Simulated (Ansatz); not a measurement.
The relaxed structure here is a generated cell of SnSe: the first start was made by placing the elements on the sites of a structure type, and the end was not matched to a known phase here, so it may be hypothetical. Known forms of SnSe include space group No. 62.

One stationary structure of SnSe. The numbers are results of PBE (plane waves to 420 eV, PAW, scalar-relativistic; Ansatz, a quantum-chemistry and plane-wave program), not measurements.

```
CELL_PARAMETERS angstrom
     -3.76236     3.76236     3.76236
      3.76236    -3.76236     3.76236
      3.76236     3.76236    -3.76236
ATOMIC_POSITIONS crystal
  Se 0.96187 0.96187 0.96187
  Se 0.50000 0.00000 0.53813
  Se 0.00000 0.53813 0.50000
  Se 0.53813 0.50000 0.00000
  Sn 0.52639 0.52639 0.52639
  Sn 0.50000 0.00000 0.97361
  Sn 0.00000 0.97361 0.50000
  Sn 0.97361 0.50000 0.00000
```

### Question
Find the space group and the Wyckoff positions (tolerance 0.01 Å).

### Answer
Space group I2₁3 (No. 199); a = 7.525 Å, b = 7.525 Å, c = 7.525 Å, α = 90.00°, β = 90.00°, γ = 90.00°

```csv
atom,site,symmetry,x,y,z
Se,8a,.3.,0.4809,0.4809,0.4809
Sn,8a,.3.,0.2632,0.2632,0.2632
```

This is the AFLOW prototype AB_cI16_199_a_a (B_a).

### Question
Give the shortest distances between elements (the closest pairs, up to four, under 3.6 Å).

### Answer
Se–Sn 2.84 Å; Se–Se 3.49 Å; Sn–Sn 3.57 Å.

| Property | Value |
|---|---|
| Volume per atom | 26.63 Å³ |
| Band gap | zero, with touching bands (no spin-orbit coupling) |

No spin polarisation in the result.

The run could not lose the symmetry of its start: the end is stationary, and may be a saddle point rather than a minimum.
